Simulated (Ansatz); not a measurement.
Al₃Ni in space group Pnma (No. 62; Al on 4c, Al on 8d, Ni on 4c) under volume change, PBEsol in the plane-wave PAW code Ansatz, shape and atoms relaxed at each volume.

| V (Å³/atom) | E − E(relaxed) (meV/atom) | P (GPa) |
|---|---|---|
| 13.064 | 52.0 | 14.01 |
| 13.495 | 21.9 | 8.58 |
| 13.925 | 5.2 | 3.97 |
| 14.356 | 0.0 | 0.01 |
| 14.787 | 4.6 | -3.37 |
| 15.217 | 17.6 | -6.22 |
| 15.648 | 37.7 | -8.65 |

What does a third-order Birch–Murnaghan fit give for V₀, B₀ and B′?

V₀ = 14.36 Å³/atom, B₀ = 121 GPa, B′ = 4.3.

The first step of the workflow began from a Materials Project structure, measured or hypothetical; the Crystallography Open Database copy checked does not list it. Its standing as an ambient phase is unchecked. The PBEsol relaxation kept the symmetry of its start; whether a distortion lowers the energy is not shown. No spin polarisation was allowed.

Potentials: the later of the program's two PAW sets.
